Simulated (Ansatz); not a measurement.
Input file for Ansatz (a first-principles code):

Ansatz 0.2 input:
```yaml
crystal:
  lattice:
    - [1.4968694586, 0.8642179849, 7.3243769501]
    - [-1.4968694586, 0.8642179849, 7.3243769501]
    - [0.0, -1.7284359697, 7.3243769501]
  atoms:
    - { symbol: Li, position: [0.7777652001, 0.7777652001, 0.7777652001] }
    - { symbol: Li, position: [0.2222347999, 0.2222347999, 0.2222347999] }
    - { symbol: Li, position: [0.0, 0.0, 0.0] }
kpoints:
  mp_grid: { grid: [16, 16, 16] }
hamiltonian:
  xc: lda
  pseudopotentials: { azcp: { folder: ./paw }, kind: paw }
scf:
  occupations: { method: fermi_dirac, width: 0.1 }
phonons:
  method: dfpt
  response_accuracy: low
  eigenvectors: true
  rigid_motions: translations
```

Output (shortened):

```
Pseudopotential: Li, paw, valence charge 3
Functional definition: SPW92
Crystal: 3 atoms, lattice volume = 56.850 Å³
Basis set: ecut = 420 eV, 1099 PW (Γ), exchange–correlation on 108×108×108 points (8 copies of the dense FFT grid, shifted against one another)
Bands: 9, of which v1, the nominal top of the filled ones, is band 5 counted from 1 (4 counted from 0)
Symmetry: 12 space group operations
k-points: 1098 of 4096 (irreducible under 2 space group operations, time reversal used)
SCF iter   1: F=—  HF=-604.963190 eV  |F-HF|=—  |Δ(HF+E_count)|=         —  Δρ=6.02e-3  dr2=1.62e-2  ethr=3.10e-3  ⟨swp⟩=3.7  Hψ=55967  notcnv=0
preconditioner: auto → none
SCF iter   2: F=—  HF=-604.952910 eV  |F-HF|=—  |Δ(HF+E_count)|=   1.03e-2  Δρ=3.25e-3  dr2=6.02e-3  ethr=1.80e-4  ⟨swp⟩=2.8  Hψ=23352  notcnv=0
SCF iter   3: F=—  HF=-604.950939 eV  |F-HF|=—  |Δ(HF+E_count)|=   1.97e-3  Δρ=4.23e-4  dr2=1.31e-4  ethr=6.69e-5  ⟨swp⟩=2.0  Hψ=17397  notcnv=0
SCF iter   4: F=—  HF=-604.950968 eV  |F-HF|=—  |Δ(HF+E_count)|=   2.95e-5  Δρ=1.50e-5  dr2=4.88e-7  ethr=1.45e-6  ⟨swp⟩=1.8  Hψ=12639  notcnv=0
SCF iter   5: F=—  HF=-604.950964 eV  |F-HF|=—  |Δ(HF+E_count)|=   4.44e-6  Δρ=3.24e-5  dr2=7.16e-6  ethr=5.42e-9  ⟨swp⟩=2.1  Hψ=12169  notcnv=0
SCF iter   6: F=—  HF=-604.950963 eV  |F-HF|=—  |Δ(HF+E_count)|=   1.10e-6  Δρ=1.44e-6  dr2=7.83e-9  ethr=5.42e-9  ⟨swp⟩=1.8  Hψ=11397  notcnv=0
SCF iter   7: F=-604.950963 eV  HF=-604.950963 eV  |F-HF|=1.93e-12  |Δ(HF+E_count)|=  9.88e-10  Δρ=5.19e-8  dr2=3.00e-12  ethr=1.00e-12  ⟨swp⟩=3.7  Hψ=36452  notcnv=0
SCF 1 converged in 7 iterations: F = -604.950963 eV  dr2 = 3.00e-12
DFPT response loops at Γ: preconditioner auto → Kerker (q_TF=auto, 2.007 Å⁻¹) (partly filled bands, converged f_vac=0.000) …
SCF converged after 7 iterations
Free energy (F): -604.950963 eV
Harris-Foulkes:  -604.950963 eV  (|F-HF|=1.93e-12)
Internal energy: -604.905709 eV  (E = F + TS)
E sigma→0 (E₀):  -604.928336 eV
Entropy (-TS):   -0.045253 eV (-15.084 meV/atom)
Fermi energy:    1.096275 eV
--- Per-component energies (eV) ---
  E_band       = -267.071678
  E_kinetic    = 47.517412
  E_local      = -412.838671  (includes V_loc(G=0)·N_el)
  E_nonlocal   = -58.575434
  E_hartree    = 118.445723
  E_xc         = -24.612942
  E_vxc        = -32.049068  (∫ρ·V_xc dr)
  E_paw        = -64.249433  (= ΣΔE_a)
  E_vpaw       = -48.018105  (= ΣTr[D̂ρ^β])
  E_aug_tail   = 0.000753  (compensation charges beyond the density's cutoff)
  E_ewald      = -210.593117
  E_smearing   = -0.045253  (= −TS)
  E_closure    =  0.000000  (closes the sum)
  Σ components = -604.950963   (vs F -604.950963, Δ=0.00e0)
  [band-id]    e_kinetic+e_local+e_nonlocal+2·e_hartree+e_vxc+e_vpaw+e_augmentation_tail = -267.071668   (vs E_band -267.071678, Δ=9.71e-6)
--- Band table (eV; the first three rows and the last of 1098) ---
  k-point 0: bands = ["-44.3954", "-44.3759", "-44.3754", "-2.4840", "-0.5129", "-0.5122", "7.0840", "7.0873", "14.3043"]
  k-point 1: bands = ["-44.3945", "-44.3757", "-44.3745", "-2.4208", "-0.5229", "-0.3646", "6.9373", "7.3004", "13.4988"]
  k-point 2: bands = ["-44.3920", "-44.3746", "-44.3727", "-2.2311", "-0.3990", "-0.0779", "6.8405", "7.5807", "12.0105"]
  k-point 1097: bands = ["-44.3892", "-44.3885", "-44.3690", "-1.9846", "-1.9842", "1.0513", "4.2892", "12.0437", "12.0515"]
--- Phonons (Γ-DFPT): 4 representative perturbations + reference, on 1098 of 4096 k-points (Σ response iterations 12) ---
  ASR residual: 1.658e-5 → 0.000e0 eV/Å²; symmetrization residual: 1.060e-6 eV/Å²
  ASR residual per site (eV/Å²): 1.66e-5 1.66e-5 1.30e-5
  Γ frequencies (cm⁻¹): 0.00 0.00 0.00 108.83 108.83 109.30 109.30 289.45 289.91
  non-analytic LO–TO correction: not included (Born effective charges unavailable; polar crystals: no LO–TO splitting at Γ)
```

Cost: roughly 13 core-minutes on shared cores.

Space group R-3m (9R (Sm type)). The workflow started from a Materials Project entry (that database holds measured and hypothetical structures alike); the Crystallography Open Database files this formula in space group No. 166, but the cells were not matched. It is not the phase usual at ambient conditions (space group No. 229). The cell was relaxed with LDA under the symmetry of its start; its stability against distortions is not shown here. As this level gives no gap, phonon frequencies hold no LO–TO term and depend on the k-mesh and smearing (Fermi–Dirac, 0.1 eV here).

Potentials: the earlier of the program's two PAW sets. The files were generated under PBE; for other functionals the program regenerates the frozen cores, and for LDA and PBEsol the local potential too.

Ansatz is a plane-wave DFT program.
